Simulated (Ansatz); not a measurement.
## AlCr2C: pressure against volume

AlCr2C, P6_3/mmc, a = 2.814 Å, c = 12.583 Å. The structure is a Materials Project entry; whether it is the stable form wasn't checked. Ansatz: PBEsol, PAW, 420 eV, Γ-centred 12×12×4 mesh on 8 atoms, Gaussian smearing 0.10 eV; no spin polarisation. Shape and atoms are relaxed at each volume; pressure is positive in compression.

| V (Å³/atom) | P (GPa) |
| --- | --- |
| 10.136 | 14.22 |
| 10.460 | 6.55 |
| 10.783 | 0.00 |
| 11.107 | -5.53 |
| 11.430 | ? |

Task: Take V0 = 10.783 Å³/atom, fit the third-order Birch–Murnaghan form to the other rows, and predict the missing pressure.

Result: With the Eulerian strain f = ½[(V0/V)^(2/3) − 1] and y = P/[3f(1 + 2f)^(5/2)], the form is the line y = B0 + 1.5 B0 (B0′ − 4) f. Rows (f, y): 0.02106, 203.0; 0.01024, 202.7; -0.00977, 198.2. Means f = 0.007177, y = 201.30; Σ(Δf)² = 0.0004893, ΣΔfΔy = 0.08043; the slope is their ratio. y = 200.1 + 164.4 f GPa, so B0 = 200.1 GPa and B0′ = 4 + 2 × (164.4)/(3 × 200.1) = 4.55. At V = 11.430, f = -0.01905, y = 196.97 and P = -10.21 GPa. The run gave -10.24 GPa, so the fit is 0.03 GPa too high, within twice the rms miss on the fitted rows (0.03 GPa). The form still works here, 33 % of the fitted range beyond its end.

Spin polarisation was left out, and a magnetic state may lie lower.

Cost: 5 runs of about 9.8 core-minutes in all, on AMD EPYC 7571 (shared hosts).